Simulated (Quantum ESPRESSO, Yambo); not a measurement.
RbLiZnS2 (space group I-4m2, No. 119). The geometry is that of Materials Project entry mp-1219554, symmetrised and not relaxed again. Chain: PBEsol (Quantum ESPRESSO, PseudoDojo norm-conserving, 84 Ry, scalar-relativistic); G0W0 in Yambo (4×4×4 Γ-centred k mesh, bands 6 to 122 and a 6 Ry block in the screening, 122 bands in G with the Bruneval-Gonze terminator, plasmon pole fitted at 27.2 eV); BSE (6×6×6 mesh, 6 valence and 5 conduction bands, static screening with 62 bands and a 3 Ry block, scissor 1.65 eV, Tamm-Dancoff).

```json
{
  "PBEsol gap (dense path)": "2.31 eV",
  "PBEsol gap Γ → Γ on the GW mesh": "2.31 eV",
  "PBEsol smallest direct gap on the GW mesh, at Γ": "2.31 eV",
  "G0W0 direct gap at that point": "3.96 eV",
  "G0W0 correction to the gap Γ → Γ": "1.65 eV",
  "lowest_exciton": "no binding energy given (see below)"
}
```

Rough cost of the Yambo steps against G0W0 for 10 states: BSE within a factor of two.

Convergence of the G0W0 settings was not tested. The BSE states are vertical excitations (zero momentum). The lowest state covers only about 1 of the 216 k points, so the mesh doesn't resolve it: its energy and its distance from the direct gap are mesh artefacts. An extended exciton needs a far denser mesh. Axes are Cartesian, with cell vectors (Å) (-2.01, 2.01, 6.88), (2.01, -2.01, 6.88), (2.01, 2.01, -6.88).

The structure is a Materials Project entry; no match was found in the copy of COD used, and its stability was not checked.
